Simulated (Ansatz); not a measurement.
Al:
```xyz
1
Lattice="0.0000 1.9881 1.9881 1.9881 0.0000 1.9881 1.9881 1.9881 0.0000" Properties=species:S:1:pos:R:3 pbc="T T T"
Al     0.0000     0.0000     0.0000
```

Relaxed with r²SCAN+D4. Special points in fractions of this cell's reciprocal vectors: Γ (0.000, 0.000, 0.000); X (0.500, 0.000, 0.500); U (0.625, 0.250, 0.625); K (0.375, 0.375, 0.750); L (0.500, 0.500, 0.500); W (0.500, 0.250, 0.750).

Problem. List the band energies nearest the Fermi level at these points for plane-wave PAW r²SCAN+D4 (Ansatz code).

Solution. In eV from the Fermi level; about four levels below and three above (degenerate sets whole), none deeper than 8.9 eV; … stands for higher levels left out; points with the same levels are listed once.

| k | below | above |
|---|---|---|
| Γ | – | … |
| X | -3.29 -1.68 | 5.47 … |
| U | -2.15 -1.64 -0.18 | … |
| L | -5.21 -4.60 | … |
| W | -1.01 -1.01 -0.07 | … |

Space group Fm-3m (fcc (Cu type)). The r²SCAN+D4 relaxation kept the symmetry of its start. The pairwise dispersion correction was not fitted to metals.

Potentials: the later of the program's two PAW sets.
